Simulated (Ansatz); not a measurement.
# BiMoO₃: reading a single point

```
CELL_PARAMETERS angstrom
4.23889 0.00000 0.00000
0.00000 4.23889 0.00000
0.00000 0.00000 4.23889
ATOMIC_POSITIONS crystal
Mo 0.00000 0.00000 0.00000
O 0.50000 0.00000 0.00000
O 0.00000 0.50000 0.00000
O 0.00000 0.00000 0.50000
Bi 0.50000 0.50000 0.50000
```

Method: r2SCAN, with U_eff = 3.77 eV on Mo d (all-electron-ortho-atomic projectors), collinear spin; PAW, plane waves to 500 eV, 6×6×6 Γ-centred mesh, fermi-dirac occupations (width 0.1 eV) (Ansatz 0.2.0), atoms fixed.

Magnetic state (reached from a saved solution, and it need not be the lowest): Mo1 up.

**Question.** Is there a gap?

**Answer.** It is a metal, with about 1.2 states/eV a cell as the mean within 0.25 eV of the Fermi level, mostly Bi p (36 %), O p (30 %) and Mo d (29 %).

**Question.** Is the cell too large or too small?

**Answer.** The pressure is -16.1 GPa (compression positive), so with the atoms held at these fractions the cell would first shrink.

**Question.** How large are the moments?

**Answer.** Mo1 +2.41 μB of spin moment in Bader basins; net size 2.92 μB a cell.

**Question.** How is the charge shared?

**Answer.** Bader charges in e: Bi +1.61, Mo +2.12, O -1.24. In the mean Mo gives up most and O takes most.

Origin: a known structure type with other elements, at an estimated volume, so it need not be a known compound. Caveats: atoms or cell far from equilibrium.
